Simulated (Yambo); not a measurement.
Yambo run on Li$_{2}$SiS$_{3}$ (space group Cmc2_1, No. 36). The wavefunctions are LDA (pw.x of Quantum ESPRESSO, ONCV potentials, no spin-orbit coupling) ones on a 2×2×2 mesh (28 occupied bands); a = b = 6.7220 Å, c = 5.9639 Å, α = β = 90.00°, γ = 60.22°.

Yambo input:

```
rim_cut
HF_and_locXC
RandQpts= 1000000
RandGvec= 1 Ry
EXXRLvcs= 74 Ry
VXCRLvcs= 296 Ry
% QPkrange
 1 | 1 | 28 | 29 |
 2 | 2 | 28 | 29 |
 3 | 3 | 28 | 29 |
 4 | 4 | 28 | 29 |
 5 | 5 | 28 | 29 |
 6 | 6 | 28 | 29 |
%
```

k points by index: 1 = Γ, 2 = (0, 0, -0.5), 3 = (0, -0.5, 0), 4 = (0, -0.5, -0.5), 5 = (-0.5, -0.5, 0), 6 = (-0.5, -0.5, -0.5).

Table of the .hf output:

```
#    K-point    Band    Eo [eV]    Ehf [eV]    Vxc [eV]    Vnlxc [eV]
#
    1    28    -0.202338    -3.260605    -12.91671    -15.97498
    1    29    3.490237    7.899824    -10.08031    -5.670719
    2    28    0.000000    -3.256113    -12.74943    -16.00554
    2    29    3.091923    7.585227    -10.61918    -6.125877
    3    28    -0.263753    -3.613973    -12.59321    -15.94343
    3    29    3.619721    7.997356    -10.54959    -6.171953
    4    28    -0.430694    -3.775451    -12.41883    -15.76359
    4    29    3.315741    7.722607    -10.99423    -6.587368
    5    28    -0.179459    -3.482852    -12.61507    -15.91847
    5    29    3.572891    8.059852    -11.09308    -6.606116
    6    28    -0.276160    -3.593059    -12.58155    -15.89845
    6    29    3.184678    7.582524    -10.79271    -6.394863
```
Exchange alone, without screening.

Geometry of the Materials Project entry, not relaxed at this level.

The structure is a Materials Project entry; no match was found in the copy of COD used, and its stability was not checked.
